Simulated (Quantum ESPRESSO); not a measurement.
Field gradients of Hf from the PAW reconstruction of the field gradient on a scalar-relativistic PBE ground state (a modified build of Quantum ESPRESSO, JTH datasets), 20 Ha, k-mesh 14×14×8 through Γ:

```yaml
crystal:
  lattice:
    - [3.19238, 0.00000, 0.00000]
    - [-1.59619, 2.76468, 0.00000]
    - [0.00000, 0.00000, 5.04504]
  atoms:
    - { symbol: Hf, position: [0.33333, 0.66667, 0.25000] }
    - { symbol: Hf, position: [0.66667, 0.33333, 0.75000] }
```
Geometry: a computed entry of the Materials Project; it was not checked against measured cells. It is Hf in P6₃/mmc. Stability against distortions was not tested. The run has no spin polarisation.

Vzz is the sum of three terms, each taken along its main axis: the smooth valence density, the ions (nucleus and frozen core) with the augmentation charges of all other spheres, and the all-electron minus smooth density in the atom's own sphere. The split hangs on the datasets.  Cores are frozen. Hf had no test against all-electron runs. Spin–orbit coupling is left out, a limit on Hf. This crystal comes out metallic or nearly gapless here; its field gradients are sensitive to mesh and smearing.

```json
[
 {"site": "Hf (atoms 1, 2)", "smooth valence density": "-0.004", "ions and other spheres": "0.008", "own sphere": "[?]", "Vzz (a.u.)": "[?]"}
]
```

Fill in the missing entries.


- Hf (atoms 1, 2), own sphere: 0.913
- Hf (atoms 1, 2), Vzz (a.u.): 0.916
